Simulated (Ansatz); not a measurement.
# Phases of BiSb at 31 GPa

Structure types of BiSb are relaxed in primitive cells with their symmetry kept at 31 GPa, on PAW files; LAPW relaxes the small cells further and takes the PAW cell for the others (marked *). The enthalpy is E + pV at zero temperature, without zero-point motion. Only the types listed were tried, and differences under about 5 meV/atom are mesh noise. The real phase may be another.

Level of theory: DFT with LDA, scalar-relativistic, in Ansatz 0.2.0; Fermi–Dirac smearing of 0.1 eV, no spin polarisation. LAPW: all electrons, basis error target 0.5 meV/atom; PAW: frozen-core files, cutoff 420 eV.

k meshes: rocksalt 12×12×12, CsCl 12×12×12, zincblende 12×12×12, anti NiAs 9×9×5, WC 12×12×11.

Spin–orbit coupling is left out, which matters for the heavy atoms. The PAW files were made under PBE.

Task: Which type is lowest in enthalpy, and by how much?

Result: CsCl, 50 meV/atom below distorted WC. The whole table:

```
start type                        ends as           a, b, c (Å)  V (Å³/atom)  H − H(lowest), LAPW (meV/atom)  same, PAW
  rocksalt                rocksalt, Fm-3m   5.709, 5.709, 5.709        23.26                           327.6      327.5
      CsCl                    CsCl, Pm-3m   3.495, 3.495, 3.495        21.34                             0.0        0.0
zincblende              zincblende, F-43m   6.134, 6.134, 6.134        28.85                          2093.7     2093.1
anti NiAs*  distorted anti NiAs, P6_3/mmc  3.111, 3.111, 10.187        21.35                            66.4       66.5
        WC            distorted WC, P-6m2   3.141, 3.141, 4.999        21.36                            50.0       50.1
```

Task: Split the lead of CsCl over distorted WC into energy and pV.

Result: For distorted WC less CsCl: ΔE = +47.9 meV/atom, and p·ΔV = 31 GPa × +0.0110 Å³ × 6.242 meV/(GPa·Å³) = +2.1 meV/atom, together 50.0 meV/atom. CsCl wins on both counts.
